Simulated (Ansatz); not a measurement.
ZrSe2:
```yaml
crystal:
  lattice:
    - [3.80057, 0.00000, 0.00000]
    - [-1.90029, 3.29139, 0.00000]
    - [0.00000, 0.00000, 6.89048]
  atoms:
    - { symbol: Zr, position: [0.00000, 0.00000, 0.00000] }
    - { symbol: Se, position: [0.33333, 0.66667, 0.22956] }
    - { symbol: Se, position: [0.66667, 0.33333, 0.77044] }
```

Relaxed with PBE. Special points in fractions of this cell's reciprocal vectors: Γ (0.000, 0.000, 0.000); M (0.500, 0.000, 0.000); K (0.333, 0.333, 0.000); A (0.000, 0.000, 0.500); L (0.500, 0.000, 0.500); H (0.333, 0.333, 0.500).

**Question.** List the band energies nearest the valence-band maximum at these points for the program Ansatz at the PBE level (PAW).

**Answer.** In eV from the valence-band maximum; about four levels below and three above (degenerate sets whole), none deeper than 8.9 eV; points with the same levels are listed once.

```tsv
k	below	above
Γ	-2.51 -2.51 -0.51 0.00 0.00	1.11 1.11 1.55
M	-2.54 -2.41 -1.76 -1.12	0.55 2.57 2.93
K	-3.40 -3.40 -2.17 -2.17 -1.86	1.82 2.52 2.52
A	-2.49 -2.49 -1.66 -0.05 -0.05	1.11 1.11 1.88
L	-2.51 -2.46 -1.24 -1.02	0.42 2.57 2.91
H	-3.34 -2.08 -2.05 -2.05	1.85 2.30 2.30
```

Space group P-3m1 (CdI2 type). The cell was relaxed with PBE under the symmetry of its start. No spin polarisation was allowed. A crystal of weakly bound layers computed without a dispersion correction: the cell and the soft elastic constants depend strongly on that. Scalar-relativistic: spin–orbit coupling is off unless named, which matters more the heavier the elements.

Potentials: the later of the program's two PAW sets.
